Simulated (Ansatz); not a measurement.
The start is a relaxed TiAl3 cell, doubled along one cell vector, shaken by Gaussian noise of σ = 0.08 Å a coordinate. The cell and all atomic positions are relaxed at zero pressure with r2SCAN (plane waves to 500 eV, PAW, scalar-relativistic; Ansatz, a first-principles code). The first steps use a coarse 4×7×7 k-mesh.

Starting cell:
```yaml
crystal:
  lattice:
    - [9.49387, 0.00000, 0.00000]
    - [0.00000, 4.97689, 0.00000]
    - [0.00000, 0.00000, 4.97810]
  atoms:
    - { symbol: Al, position: [0.25912, 0.51640, 0.00274] }
    - { symbol: Al, position: [0.75409, 0.49450, 0.97419] }
    - { symbol: Al, position: [0.99153, 0.52203, 0.47403] }
    - { symbol: Al, position: [0.50126, 0.47204, 0.51762] }
    - { symbol: Al, position: [0.01035, 0.47558, 0.99581] }
    - { symbol: Al, position: [0.52312, 0.46851, 0.98612] }
    - { symbol: Ti, position: [0.24581, 0.00282, 0.97345] }
    - { symbol: Ti, position: [0.74255, 0.00491, 0.00007] }
```

- Largest initial force: 3.39 eV/Å, on Al6 (atoms numbered as listed)
- Energy released: 1.82 eV/atom
- Volume change: -47.4 %, from 29.40 to 15.48 Å³/atom
- Relative to the parent: It does not go back: it reaches Pm-3m (No. 221), Cu3Au type, 1.78 eV/atom below the parent
- Shortest distances (start → end): The closest pairs of elements (up to four, under 3.6 Å), start → end: Al–Al 2.20 → 2.80 Å; Al–Ti 2.43 → 2.80 Å
- Band gap at the end: no gap (metallic)
- Optimiser moves: 23

Final structure:

```cif
data_Al3Ti
_chemical_formula_sum 'Al3 Ti1'
_space_group_name_H-M_alt 'Pm-3m'
_space_group_IT_number 221
_space_group_name_Hall '-P 4 2 3'
_cell_length_a 3.95610
_cell_length_b 3.95610
_cell_length_c 3.95610
_cell_angle_alpha 90.000
_cell_angle_beta 90.000
_cell_angle_gamma 90.000
loop_
_atom_site_label
_atom_site_type_symbol
_atom_site_symmetry_multiplicity
_atom_site_Wyckoff_symbol
_atom_site_fract_x
_atom_site_fract_y
_atom_site_fract_z
_atom_site_occupancy
Al1 Al 3 c 0.00000 0.50000 0.50000 1
Ti1 Ti 1 a 0.00000 0.00000 0.00000 1
```

Final values are on a 12×12×12 k-mesh of the relaxed cell. No spin polarisation in the result.

Of the parent cell (Pmmm (No. 47)): it is a generated cell of TiAl3: the first start was made by a random draw of sites in a space group, and the end was not matched to a known phase here, so it may be hypothetical. Known forms of TiAl3 include space group No. 139.

The first start was generated by a random draw of sites in a space group. Materials Project lists a structure of TiAl3 in the same space group, Pm-3m (No. 221); the sites were not compared with it, nor with measured phases. Known forms of TiAl3 include space group No. 139.
